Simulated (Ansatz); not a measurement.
An Ansatz (an electronic-structure program) run. Input:

Ansatz 0.2 input:
```yaml
crystal:
  lattice:
    - [0.0, 2.7122460349, 2.7122460349]
    - [2.7122460349, 0.0, 2.7122460349]
    - [2.7122460349, 2.7122460349, 0.0]
  atoms:
    - { symbol: Cu, position: [0.25, 0.25, 0.25] }
    - { symbol: Cl, position: [0.5, 0.5, 0.5] }
kpoints:
  mp_grid: { grid: [9, 9, 9] }
hamiltonian:
  xc: pbe
  pseudopotentials: { kind: paw }
scf:
  occupations: { method: fixed }
elastic: { mode: relaxed_ion, stencil: two_point, amplitude: 0.005, f_tol: 0.0005 }
output: { polarization: {} }
```

Output (shortened):

```
Pseudopotential: Cu, paw, valence charge 19
Pseudopotential: Cl, paw, valence charge 7
Functional definition: PBE
Crystal: 2 atoms, lattice volume = 39.904 Å³
Basis set: ecut = 420 eV, 749 PW (Γ), exchange–correlation on 54×54×54 points (8 copies of the dense FFT grid, shifted against one another)
Bands: 17, of which v1, the nominal top of the filled ones, is band 13 counted from 1 (12 counted from 0)
Symmetry: 24 space group operations
Space group: F-43m (ITA 216), of the structure as read, at distance tolerance 3.4e-5 Å
k-points: 35 of 729 (time reversal used)
SCF 1 converged in 10 iterations: F = -7705.430802 eV  dr2 = 8.25e-14
Crystal: 2 atoms, lattice volume = 39.705 Å³
Symmetry: 8 space group operations
k-points: 75 of 729 (time reversal used)
SCF 2 converged in 10 iterations: F = -7705.430645 eV  dr2 = 4.96e-14
Crystal: 2 atoms, lattice volume = 40.104 Å³
SCF 3 converged in 10 iterations: F = -7705.430612 eV  dr2 = 1.03e-14
Crystal: 2 atoms, lattice volume = 39.904 Å³
Symmetry: 4 space group operations
k-points: 125 of 729 (time reversal used)
SCF 4 converged in 10 iterations: F = -7705.430691 eV  dr2 = 7.77e-14
relax step   1: F+E_penalty+E_count = -7705.43069050 eV  Δ(F+E_penalty+E_count) = +0.000e0 eV  max|allowed force component| = 1.342e-2 eV/Å  Δτ_max = 0.0000 Å  (10 SCF iters, accepted)
Crystal: 2 atoms, lattice volume = 39.904 Å³
SCF 5 converged in 8 iterations: F = -7705.430700 eV  dr2 = 6.53e-15
relax step   2: F+E_penalty+E_count = -7705.43070030 eV  Δ(F+E_penalty+E_count) = -9.804e-6 eV  max|allowed force component| = 1.232e-2 eV/Å  Δτ_max = 0.0004 Å  (8 SCF iters, accepted)
Crystal: 2 atoms, lattice volume = 39.904 Å³
SCF 6 converged in 9 iterations: F = -7705.430753 eV  dr2 = 1.78e-14
relax step   3: F+E_penalty+E_count = -7705.43075310 eV  Δ(F+E_penalty+E_count) = -5.280e-5 eV  max|allowed force component| = 4.190e-4 eV/Å  Δτ_max = 0.0041 Å  (9 SCF iters, accepted)
Crystal: 2 atoms, lattice volume = 39.904 Å³
SCF 7 converged in 9 iterations: F = -7705.430753 eV  dr2 = 6.28e-14
Crystal: 2 atoms, lattice volume = 39.904 Å³
SCF 8 converged in 10 iterations: F = -7705.430691 eV  dr2 = 7.88e-14
relax step   1: F+E_penalty+E_count = -7705.43069050 eV  Δ(F+E_penalty+E_count) = +0.000e0 eV  max|allowed force component| = 1.342e-2 eV/Å  Δτ_max = 0.0000 Å  (10 SCF iters, accepted)
Crystal: 2 atoms, lattice volume = 39.904 Å³
SCF 9 converged in 8 iterations: F = -7705.430700 eV  dr2 = 6.38e-15
relax step   2: F+E_penalty+E_count = -7705.43070030 eV  Δ(F+E_penalty+E_count) = -9.804e-6 eV  max|allowed force component| = 1.232e-2 eV/Å  Δτ_max = 0.0004 Å  (8 SCF iters, accepted)
Crystal: 2 atoms, lattice volume = 39.904 Å³
SCF 10 converged in 9 iterations: F = -7705.430753 eV  dr2 = 1.73e-14
relax step   3: F+E_penalty+E_count = -7705.43075310 eV  Δ(F+E_penalty+E_count) = -5.280e-5 eV  max|allowed force component| = 4.193e-4 eV/Å  Δτ_max = 0.0041 Å  (9 SCF iters, accepted)
Crystal: 2 atoms, lattice volume = 39.904 Å³
SCF 11 converged in 9 iterations: F = -7705.430753 eV  dr2 = 6.23e-14
SCF converged after 10 iterations
Free energy (F): -7705.430802 eV
Harris-Foulkes:  -7705.430802 eV  (|F-HF|=0.00e0)
Internal energy: -7705.430802 eV  (E = F + TS)
E sigma→0 (E₀):  -7705.430802 eV
Fermi energy:    7.276553 eV
--- Per-component energies (eV) ---
  E_band       = -520.523958
  E_kinetic    = 461.865784
  E_local      = -5880.762254  (includes V_loc(G=0)·N_el)
  E_nonlocal   = 436.824009
  E_hartree    = 2586.802567
  E_xc         = -193.853416
  E_vxc        = -233.862348  (∫ρ·V_xc dr)
  E_paw        = -2338.165811  (= ΣΔE_a)
  E_vpaw       = -478.194693  (= ΣTr[D̂ρ^β])
  E_aug_tail   = 0.000381  (compensation charges beyond the density's cutoff)
  E_ewald      = -2778.142062
  E_smearing   =  0.000000  (= −TS)
  E_closure    =  0.000000  (closes the sum)
  Σ components = -7705.430802   (vs F -7705.430802, Δ=0.00e0)
--- Forces (eV/Å), atoms counted from 1 ---
  atom   1  Cu     0.00000000     0.00000000     0.00000000
  atom   2  Cl     0.00000000     0.00000000     0.00000000
  max |Σ_I F_I| component: 1.99e-16 eV/Å
--- Stress (GPa, compression-positive) ---
       -0.011887       0.000000       0.000000
        0.000000      -0.011887       0.000000
        0.000000       0.000000      -0.011887
  P = ⅓ Tr σ = -0.0119 GPa (-0.119 kbar)
--- Band table (eV; the first three rows and the last of 35) ---
  k-point 0: bands = ["-103.7616", "-61.1907", "-61.1907", "-61.1907", "-9.7228", "2.3714", "2.3714", "2.3714", "5.8138", "5.8138", "7.2766", "7.2766", "7.2766", "7.8027", "13.9278", "13.9278", "13.9278"]
  k-point 1: bands = ["-103.7617", "-61.1908", "-61.1907", "-61.1907", "-9.6746", "2.1294", "2.3745", "2.3745", "5.8065", "5.8065", "6.9630", "7.2196", "7.2196", "8.3546", "13.6487", "14.0873", "14.0873"]
  k-point 2: bands = ["-103.7617", "-61.1909", "-61.1907", "-61.1907", "-9.5491", "1.5886", "2.3807", "2.3807", "5.8025", "5.8025", "6.5523", "7.0713", "7.0713", "9.2493", "13.2954", "14.3784", "14.3784"]
  k-point 34: bands = ["-103.7616", "-61.1911", "-61.1910", "-61.1909", "-9.1494", "1.1912", "1.6160", "2.1925", "5.6460", "5.7391", "5.9982", "6.1901", "6.5169", "12.2392", "12.3710", "14.3098", "15.6237"]
--- Elastic constants: 2 strain directions × 2 members + reference (group order 24) ---
  dense FFT box of the reference and of every strained cell: 27×27×27
  strains applied: 11, 23; error gains: componentwise 1.00 (the most a stress slope's error grows in a printed constant), spectral 1.73 (1 for all six strains …
  C = ∂σ_k/∂η_j (tension-positive GPa; Voigt order 11 22 33 23 13 12):
        56.932     44.450     44.450      0.000      0.000      0.000
        44.450     56.932     44.450      0.000      0.000      0.000
        44.450     44.450     56.932      0.000      0.000      0.000
         0.000      0.000      0.000     15.947      0.000      0.000
         0.000      0.000      0.000      0.000     15.947      0.000
         0.000      0.000      0.000      0.000      0.000     15.947
  reference stress σ⁰ (GPa):      0.012      0.012      0.012      0.000      0.000      0.000
  moduli (Voigt/Reuss/Hill, GPa): K = 48.61/48.61/48.61   G = 12.06/9.83/10.95   E = 30.55   ν = 0.395
  mechanically stable: yes (min eigenvalue of sym C = 12.48 GPa)
  e, the proper piezoelectric tensor (elastic.mode: relaxed_ion; C/m²; rows x y z; Voigt order 11 22 33 23 13 12):
       0.00000    0.00000    0.00000    0.43093    0.00000    0.00000
       0.00000    0.00000    0.00000    0.00000    0.43093    0.00000
       0.00000    0.00000    0.00000    0.00000    0.00000    0.43093
  ±, each entry's uncertainty from the finite density of the strings (C/m²), an estimate: the size of the correction for it that the entry includes:
       0.00000    0.00000    0.00000    0.00524    0.00000    0.00000
       0.00000    0.00000    0.00000    0.00000    0.00524    0.00000
       0.00000    0.00000    0.00000    0.00000    0.00000    0.00524
  strain η (Voigt 11):  stress-route row diagonal C_11 = 56.93 GPa, energy-path curvature d²(F+E_count+ΔE)/dδ²/Ω₀ = 56.93 GPa
         δ    σ_11 (GPa)             F (eV)   n_scf  n_hpsi   n_pw
    -5.000e-3      -0.2750       -7705.4306451      10   29733    789   relax 0 steps, max|allowed force component| 0.00e0 eV/Å
     5.000e-3       0.2943       -7705.4306123      10   28294    797   relax 0 steps, max|allowed force component| 0.00e0 eV/Å
  strain η (Voigt 23):  stress-route row diagonal C_44 = 15.95 GPa, energy-path curvature d²(F+E_count+ΔE)/dδ²/Ω₀ = 15.94 GPa
         δ    σ_23 (GPa)             F (eV)   n_scf  n_hpsi   n_pw
    -5.000e-3      -0.0797       -7705.4307531       9   38230    795   relax 3 steps, max|allowed force component| 4.19e-4 eV/Å
     5.000e-3       0.0797       -7705.4307531       9   38239    795   relax 3 steps, max|allowed force component| 4.19e-4 eV/Å
--- Formal polarisation (Berry phase): one branch of a lattice of values; only differences between neighbouring runs are physical ---
  axis  mesh            electronic          ionic      p = total  spread (rad)  least overlap  resolved gap  δp at fixed H ≤   (phases in cycles; p mod 1 …
  b1    9×9×9          -0.50000000     8.25000000     7.75000000      0.126487         0.9094        0.5261           8.1e-6
  b2    9×9×9          -0.50000000     8.25000000     7.75000000      0.126487         0.9094        0.5261           8.1e-6
  b3    9×9×9          -0.50000000     8.25000000     7.75000000      0.126487         0.9094        0.5261           8.1e-6
  quantum along a1:   0.09612289 e/Å² =   154.005854 µC/cm²
  quantum along a2:   0.09612289 e/Å² =   154.005854 µC/cm²
  quantum along a3:   0.09612289 e/Å² =   154.005854 µC/cm²
  P = (  1.05352182,   1.05352182,   1.05352182) e/Å² = ( 1687.928050,  1687.928050,  1687.928050) µC/cm²  (mod the quanta)
```

Cost: about 100 core-seconds (a rough figure) on shared cores.

The cell was relaxed with PBE under the symmetry of its start; phonons on a q-mesh show no instability. No spin polarisation was allowed.

Potentials: the later of the program's two PAW sets.

Ansatz is a plane-wave DFT program.
